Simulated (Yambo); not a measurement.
# How GW settings move the gap: WSe₂ monolayer

G0W0@LDA for a free-standing WSe2 monolayer (symmetry P-6m2, slab cell 16.3 Å high) in Yambo. Reference settings: 6×6×1 Γ-centred k mesh, bands 12 to 95 and a 6 Ry block in the screening, 95 bands in G with the Bruneval-Gonze terminator, plasmon pole fitted at 27.2 eV, slab-truncated Coulomb interaction, stochastic integration of W near q = 0. The LDA gap K → (0.167, 0.167) on this mesh is 1.70 eV; G0W0 gaps are taken between the same points.

| change from the reference | G0W0 gap K → (0.167, 0.167) (eV) | shift of the valence edge (eV) | rough Yambo cost |
|---|---|---|---|
| reference settings | 2.34 | 0.01 | 1 |
| 44 bands in W, 44 bands in G | 2.35 | 0.30 | about 1/2 |
| 58 bands in W, 58 bands in G | 2.34 | 0.18 | within a factor of two |
| exchange cut at 20 Ry | 2.36 | 0.13 | – |
| wavefunctions cut at 50 Ry | 2.34 | 0.01 | within a factor of two |
| 44 bands in W, 44 bands in G, 4 Ry block | 2.32 | 0.37 | about 1/3 |
| 58 bands in W, 58 bands in G, 3 Ry block | 2.29 | 0.29 | about 1/3 |
| 58 bands in W, 58 bands in G, 4 Ry block | 2.31 | 0.25 | about 1/3 |
| 58 bands in W, 58 bands in G, 5 Ry block | 2.32 | 0.21 | about 1/2 |
| 77 bands in W, 77 bands in G, 3 Ry block | 2.29 | 0.20 | within a factor of two |
| 4 Ry block | 2.32 | 0.10 | within a factor of two |
| 32 bands in W, 32 bands in G, 3 Ry block, no terminator | 2.36 | 0.94 | about 1/4 |
| 44 bands in W, 44 bands in G, no terminator | 2.34 | 0.73 | about 1/2 |
| 58 bands in W, 58 bands in G, no terminator | 2.33 | 0.56 | within a factor of two |
| 77 bands in W, 77 bands in G, no terminator | 2.32 | 0.41 | within a factor of two |

The reference isn't shown to be the converged limit. Costs are rough (shared machines), scaled to the same edge states, and given only for runs that recompute the screening.

Spin-orbit coupling is left out, which matters for elements this heavy: edges can move by tenths of an eV.

The standard potential for Se keeps a d shell in the valence without the s and p states of that shell. In tests on such compounds this moved G0W0 gaps by up to about 0.9 eV, so absolute quasiparticle energies here are unreliable; differences between settings are what counts.

Geometry relaxed with LDA; primitive cell a = b = 3.2462 Å, c = 16.3000 Å, α = β = 90.00°, γ = 120.00°.

A shift is the quasiparticle energy of the state minus its LDA energy.
